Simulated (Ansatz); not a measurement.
## What a trial cell of ErGaP₂ relaxes into

Level of theory: DFT PBE, scalar-relativistic, plane waves, PAW, and for the lanthanide a 4f-in-core norm-conserving potential, in Ansatz 0.2.0. Cutoff 770 eV, Gaussian smearing, Γ-centred meshes. Cell and atoms relax first on a coarse mesh and then on a finer one. In between, the cell is made exact in the group found at 0.06 Å. In metals the finer mesh still leaves noise of several meV/atom or more. The steps can't lower the symmetry of their start. No spin polarisation.

A trial structure of ErGaP₂ was built thus: random cell by space group and Wyckoff sites (P6/mmm, No. 191). Lengths were set from tabulated atomic sizes, so they are only a guess.

Space group P6/mmm (No. 191). a = 3.406 Å, b = 3.406 Å, c = 5.760 Å, α = 90.00°, β = 90.00°, γ = 120.00°
```tsv
atom	site	symmetry	x	y	z
Er	1a	6/mmm	0.0000	0.0000	0.0000
Ga	1b	6/mmm	0.0000	0.0000	0.5000
P	2c	-6m2	0.3333	0.6667	0.0000
```

Energies over the elements count from the elements' standard structures at the same level, with no fitted energy shifts. The references include black phosphorus.

Question: Describe the relaxed structure.

Answer: The symmetry stays P6/mmm (No. 191). The volume per atom grows by 103.4 %, from 14.5 to 29.4 Å³. The shortest distance goes from 1.97 Å (Er–P and P–P) to 2.77 Å (Er–P and P–P). The ratio c/a of the conventional cell changes by a factor of 0.73. The energy falls by about 5.6 eV/atom (the start's value is from the coarse mesh). Conventional cell: a = 4.801 Å, c = 5.898 Å. Around Er lie 6 P at 2.77 Å and 2 Ga at 2.95 Å; around Ga lie 2 Er at 2.95 Å; P is surrounded by 3 Er at 2.77 Å and 3 P at 2.77 Å.

```cif
data_structure
_symmetry_space_group_name_H-M 'P6/mmm'
_symmetry_Int_Tables_number 191
_cell_length_a 4.8012
_cell_length_b 4.8012
_cell_length_c 5.8975
_cell_angle_alpha 90.000
_cell_angle_beta 90.000
_cell_angle_gamma 120.000
_cell_volume 117.73
loop_
_atom_site_label
_atom_site_type_symbol
_atom_site_symmetry_multiplicity
_atom_site_Wyckoff_symbol
_atom_site_fract_x
_atom_site_fract_y
_atom_site_fract_z
_atom_site_occupancy
Er1 Er 1 a 0.00000 0.00000 0.00000 1
Ga1 Ga 1 b 0.00000 0.00000 0.50000 1
P1 P 2 c 0.33333 0.66667 0.00000 1
```

Question: How does it come out in energy, and is it a metal?

Answer: The energy over the elements is +0.27 eV/atom. The gap on the 12×12×8 mesh of the 4-atom cell is 0 eV (a metal).

A positive value: parting into the elements would lower its energy.

The last run used Gaussian smearing of 0.10 eV. The reference form of P is held partly by dispersion forces, which this level lacks. A structure relaxed within its symmetry needn't be a true minimum. In all, the 3 runs took 3.6 min on 1 thread of Arm Neoverse V1 (shared host). Another cell of ErGaP2 relaxed alike, in P4/mmm, lies 0.92 eV/atom lower, so this cell isn't the stable form at this level.

The lanthanide is trivalent by construction, without f bands, f moments or other valences. The reference runs of the other elements, and any phases without the lanthanide, used 420 eV, which shifts energies against them by under 10 meV/atom. The lanthanide's reference is the lowest of its hcp, dhcp and fcc cells.
